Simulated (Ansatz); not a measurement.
Starting cell, W3N4 (space group Pm-3m):

```
CELL_PARAMETERS angstrom
      4.21545     0.00000     0.00000
      0.00000     4.21545     0.00000
      0.00000     0.00000     4.21545
ATOMIC_POSITIONS crystal
  N  0.50000 0.50000 0.50000
  N  0.50000 0.00000 0.00000
  N  0.00000 0.50000 0.00000
  N  0.00000 0.00000 0.50000
  W  0.50000 0.50000 0.00000
  W  0.00000 0.50000 0.50000
  W  0.50000 0.00000 0.50000
```

The atoms are displaced by Q × the pattern below (from a DFPT mode at Γ, largest move 1; Q in Å), at fixed cell. It is one choice among 3 degenerate patterns.

```json
[
 {"atom": "N1", "x": "0.000", "y": "0.000", "z": "-1.000"},
 {"atom": "N2", "x": "0.000", "y": "0.000", "z": "0.413"},
 {"atom": "N3", "x": "0.000", "y": "0.000", "z": "0.413"},
 {"atom": "N4", "x": "0.000", "y": "0.000", "z": "0.112"},
 {"atom": "W5", "x": "0.000", "y": "0.000", "z": "-0.355"},
 {"atom": "W6", "x": "0.000", "y": "0.000", "z": "0.180"},
 {"atom": "W7", "x": "0.000", "y": "0.000", "z": "0.180"}
]
```

Level of theory: PBE (plane waves to 420 eV, PAW, scalar-relativistic; Ansatz, a quantum-chemistry and plane-wave program). k mesh 11×11×11 (Γ-centred), Fermi-Dirac smearing 0.05 eV. E stands for the smeared free energy. Stress and pressure are positive under compression. With partly filled bands, energies and forces of such displacements shift with the k mesh and the smearing. Spin-orbit coupling is left out, though W is heavy. W3N4 is run without spin polarisation. W3N4 was relaxed with its symmetry unable to fall. The zero of ΔE is the undisplaced structure.

Task: What ΔE (meV/cell) and P (GPa) does the calculation give at Q (Å) = -0.440, -0.293, -0.220, -0.147, -0.073, 0.073, 0.147, 0.293?

Result: 
```json
[
 {"Q (Å)": "-0.440", "ΔE (meV/cell)": "276", "P (GPa)": "4.6"},
 {"Q (Å)": "-0.293", "ΔE (meV/cell)": "-180", "P (GPa)": "1.4"},
 {"Q (Å)": "-0.220", "ΔE (meV/cell)": "-203", "P (GPa)": "0.6"},
 {"Q (Å)": "-0.147", "ΔE (meV/cell)": "-139", "P (GPa)": "0.2"},
 {"Q (Å)": "-0.073", "ΔE (meV/cell)": "-47", "P (GPa)": "0.0"},
 {"Q (Å)": "0.073", "ΔE (meV/cell)": "-47", "P (GPa)": "0.0"},
 {"Q (Å)": "0.147", "ΔE (meV/cell)": "-139", "P (GPa)": "0.2"},
 {"Q (Å)": "0.293", "ΔE (meV/cell)": "-180", "P (GPa)": "1.4"}
]
```

(A displaced cell: forces are minus the slopes of the energy, force constants its curvatures, and phonons follow from these.)
